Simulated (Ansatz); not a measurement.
BeS (NiAs type, space group No. 194) under volume change, plane-wave PAW HSE06 (Ansatz code), shape and atoms relaxed at each volume.

```json
[
 {"V (Å³/atom)": "11.097", "E − E(relaxed) (meV/atom)": "41.8", "P (GPa)": "13.15"},
 {"V (Å³/atom)": "11.462", "E − E(relaxed) (meV/atom)": "17.6", "P (GPa)": "8.12"},
 {"V (Å³/atom)": "11.828", "E − E(relaxed) (meV/atom)": "4.2", "P (GPa)": "3.77"},
 {"V (Å³/atom)": "12.194", "E − E(relaxed) (meV/atom)": "0.0", "P (GPa)": "0.00"},
 {"V (Å³/atom)": "12.560", "E − E(relaxed) (meV/atom)": "3.8", "P (GPa)": "-3.26"},
 {"V (Å³/atom)": "12.926", "E − E(relaxed) (meV/atom)": "14.6", "P (GPa)": "-6.08"},
 {"V (Å³/atom)": "13.292", "E − E(relaxed) (meV/atom)": "31.3", "P (GPa)": "-8.53"}
]
```

Q: What does a third-order Birch–Murnaghan fit give for V₀, B₀ and B′?

A: V₀ = 12.19 Å³/atom, B₀ = 117 GPa, B′ = 3.8.

Space group P6_3/mmc (NiAs type). The cell is a constructed one: a structure type filled with these elements; neither database checked (COD, Materials Project) lists it. COD files the formula under space group No. 216, so this cell is another polymorph or a model. Its standing as an ambient phase is unchecked. The cell was relaxed with HSE06 under the symmetry of its start; whether a distortion lowers the energy is not shown.

Potentials: the later of the program's two PAW sets.
